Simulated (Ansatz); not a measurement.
S:
```
CELL_PARAMETERS angstrom
      4.84864     0.00000     0.00000
      0.00000     9.28745     0.00000
      0.00000     0.00000    14.95157
ATOMIC_POSITIONS crystal
  S  0.00707 0.31249 0.88820
  S  0.99293 0.68751 0.11180
  S  0.99293 0.68751 0.88820
  S  0.00707 0.31249 0.11180
  S  0.50707 0.18751 0.61180
  S  0.49293 0.81249 0.38820
  S  0.49293 0.81249 0.61180
  S  0.50707 0.18751 0.38820
  S  0.50000 0.50000 0.27682
  S  0.50000 0.50000 0.72318
  S  0.00000 0.00000 0.22318
  S  0.00000 0.00000 0.77682
  S  0.22647 0.73091 0.00000
  S  0.77353 0.26909 0.00000
  S  0.72647 0.76909 0.50000
  S  0.27353 0.23091 0.50000
  S  0.76772 0.86928 0.85876
  S  0.23228 0.13072 0.14124
  S  0.23228 0.13072 0.85876
  S  0.76772 0.86928 0.14124
  S  0.26772 0.63072 0.64124
  S  0.73228 0.36928 0.35876
  S  0.73228 0.36928 0.64124
  S  0.26772 0.63072 0.35876
```

Relaxed with r²SCAN. Special points in fractions of this cell's reciprocal vectors: Γ (0.000, 0.000, 0.000); X (0.500, 0.000, 0.000); S (0.500, 0.500, 0.000); Y (0.000, 0.500, 0.000); Z (0.000, 0.000, 0.500); U (0.500, 0.000, 0.500); R (0.500, 0.500, 0.500); T (0.000, 0.500, 0.500).

**Question.** List the band energies nearest the valence-band maximum at these points for r²SCAN (plane waves, PAW; program Ansatz).

**Answer.** In eV from the valence-band maximum; about four levels below and three above (degenerate sets whole), none deeper than 8.9 eV; points with the same levels are listed once.

```
k                    below                above
-  -----------------------  -------------------
Γ  -0.31 -0.25 -0.21 -0.13       2.46 2.49 2.60
X  -0.14 -0.14 -0.04 -0.04  3.19 3.19 3.41 3.41
S  -0.19 -0.19 -0.19 -0.19  3.29 3.29 3.45 3.45
Y  -0.39 -0.39 -0.22 -0.22  2.75 2.75 2.89 2.89
Z  -0.29 -0.29 -0.16 -0.16  2.47 2.47 2.65 2.65
U  -0.08 -0.08 -0.03 -0.03  3.19 3.19 3.42 3.42
R  -0.17 -0.17 -0.17 -0.17  3.29 3.29 3.46 3.46
T  -0.40 -0.40 -0.25 -0.25  2.65 2.65 2.91 2.91
```

Space group Pnnm (S12-ring). The first step of the workflow began from a Materials Project structure, measured or hypothetical; the Crystallography Open Database files this formula in space group No. 58, but the cells were not matched. It is not the phase usual at ambient conditions (space group No. 70). Symmetry was held in the r²SCAN relaxation; its stability against distortions is not shown here. A crystal of weakly bound molecules computed without a dispersion correction: the cell and the soft elastic constants depend strongly on that.

Potentials: the later of the program's two PAW sets.
